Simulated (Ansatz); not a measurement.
# Li7Sb: a bulk modulus from differences

It was reached by relaxing an invented guess, and it needn't be the stable form of this composition.

Theory: DFT PBE, scalar-relativistic, plane waves, PAW (Ansatz 0.2.0). Plane waves to 420 eV, an 8×8×8 mesh through Γ for the 8-atom cell and 0.10 eV Gaussian smearing; no spin polarisation.

```
Li Sb
1.0
     3.40407   -4.73064    0.00000
     3.40407    4.73064    0.00000
     0.00000    0.00000    4.52363
Li Sb
7 1
Cartesian
  1.7020 -2.3653 2.2618
  1.7020 2.3653 2.2618
  3.4041 0.0000 2.2618
  3.4041 -2.7366 0.0000
  1.8411 0.0000 0.0000
  4.9671 0.0000 0.0000
  3.4041 2.7366 0.0000
  0.0000 0.0000 2.2618
```

The cell was set to several volumes, with shape and atoms relaxed at each where symmetry leaves them free. Pressure is positive in compression, and energies count from the lowest row. No row has a gap on its mesh.

| row | V (Å³/atom) | P (GPa) | ΔE (meV/atom) |
| --- | --- | --- | --- |
| 1 | 16.026 | 3.43 | 21.0 |
| 2 | 16.572 | 2.37 | 11.2 |
| 3 | 17.119 | ? | ? |
| 4 | 17.665 | 0.68 | 1.1 |
| 5 | 18.211 | 0.00 | 0.0 |
| 6 | 18.758 | -0.60 | 1.0 |
| 7 | 19.304 | -1.12 | 4.0 |
| 8 | 20.033 | -1.63 | 10.2 |

Problem. Find B = −V·ΔP/ΔV from rows 4 and 6 and from rows 1 and 2, and from the two its slope B′ and its value B0 at zero pressure.

Solution. Rows 4 and 6 give −(17.665 + 18.758)/2 × (-0.60 − (0.68))/(18.758 − 17.665) = 21.3 GPa at a mean pressure of 0.04 GPa. Rows 1 and 2 give −(16.026 + 16.572)/2 × (2.37 − (3.43))/(16.572 − 16.026) = 31.6 GPa at a mean pressure of 2.90 GPa. So B′ = (31.6 − 21.3)/(2.90 − (0.04)) = 3.60 and B0 = 21.3 − 3.60 × (0.04) = 21.2 GPa. A third-order Birch–Murnaghan fit to all the energies gives B0 = 20.8 GPa and B′ = 4.1.

Problem. Estimate the pressure and energy of row 3.

Solution. From row 5, V0 = 18.211 × (1 + (0.00)/21.2) = 18.211 Å³/atom. Murnaghan's form P = (B0/B′)·[(V0/V)^B′ − 1] gives (21.2/3.60) × [(18.211/17.119)^3.60 − 1] = 1.47 GPa; the computed pressure is 1.46 GPa, so the estimate is off by +0.01 GPa. The work of compression from row 4, with the mean of the two pressures, gives ΔE = 1.1 + (1.47 + 0.68)/2 × (17.665 − 17.119)/160.2 × 1000 = 4.8 meV/atom (1 eV/Å³ = 160.2 GPa); the computed value is 4.7 meV/atom.

The end has Amm2 (No. 38) at a tolerance of 0.01 Å; the cell shown is made exact in the group found at 0.05 Å. These runs have no spin–orbit coupling, which can matter for Sb. All volumes keep the k mesh of the relaxed cell. This cell was reached by moving the atoms of another relaxed cell at random and relaxing again, last within the group found; it had no such test of its own.
